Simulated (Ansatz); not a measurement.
Cs2KInF6:
```
CELL_PARAMETERS angstrom
      0.00000     4.61856     4.61856
      4.61856     0.00000     4.61856
      4.61856     4.61856     0.00000
ATOMIC_POSITIONS crystal
  K  0.50000 0.50000 0.50000
  Cs 0.25000 0.25000 0.25000
  Cs 0.75000 0.75000 0.75000
  In 0.00000 0.00000 0.00000
  F  0.22571 0.77429 0.77429
  F  0.77429 0.22571 0.22571
  F  0.77429 0.22571 0.77429
  F  0.22571 0.77429 0.22571
  F  0.77429 0.77429 0.22571
  F  0.22571 0.22571 0.77429
```

Relaxed with PBEsol. Special points in fractions of this cell's reciprocal vectors: Γ (0.000, 0.000, 0.000); X (0.500, 0.000, 0.500); U (0.625, 0.250, 0.625); K (0.375, 0.375, 0.750); L (0.500, 0.500, 0.500); W (0.500, 0.250, 0.750).

Question: List the band energies nearest the valence-band maximum at these points for plane-wave PAW PBEsol (Ansatz code).

Answer: In eV from the valence-band maximum; about four levels below and three above (degenerate sets whole), none deeper than 8.9 eV; points with the same levels are listed once.

```tsv
k	below	above
Γ	-0.24 -0.24 -0.06 -0.06 -0.06	5.67 8.16 8.16
X	-0.25 -0.25 -0.24 -0.07	6.84 8.32 8.91
U	-0.22 -0.22 -0.11 -0.09	6.90 8.66 8.95
L	-0.15 -0.15 -0.15 0.00 0.00	6.83 8.44 9.26 9.26
W	-0.28 -0.13 -0.13 -0.09	6.91 8.81 8.81
```

Space group Fm-3m. The first step of the workflow began from a Materials Project structure, measured or hypothetical; the Crystallography Open Database copy checked does not list it. Its standing as an ambient phase is unchecked. Symmetry was held in the PBEsol relaxation; whether a distortion lowers the energy is not shown. Spin–orbit coupling is left out wherever it is not named.

Potentials: the later of the program's two PAW sets.
